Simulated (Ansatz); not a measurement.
The start is a generated cell, ZnS placed in the zincblende structure type. The cell and all atomic positions are relaxed at zero pressure with PBE (plane waves to 420 eV, PAW, scalar-relativistic; Ansatz, a quantum-chemistry and plane-wave program). The first steps use a coarse 7×7×7 k-mesh.

The start:
```
CELL_PARAMETERS angstrom
      0.00000     2.70465     2.70465
      2.70465     0.00000     2.70465
      2.70465     2.70465     0.00000
ATOMIC_POSITIONS crystal
  S  0.75000 0.75000 0.75000
  Zn 0.00000 0.00000 0.00000
```

Question: How does the volume per atom move from start to end?

Answer: +1.9 %, from 19.78 to 20.16 Å³/atom.

Question: Is the relaxed structure metallic? Give its gap.

Answer: 2.01 eV, direct at Γ (no spin-orbit coupling).

The space group stays F-43m (No. 216) (the run could not lower it); the end is zinc blende type, with 2 atoms in the primitive cell. Final values are on a 10×10×10 k-mesh of the relaxed cell. No spin polarisation in the result.

The run could not lose the symmetry of its start; a randomly shaken copy of 2 atoms returns to this structure.

All atoms sit on sites fixed by symmetry, so only the cell could relax.
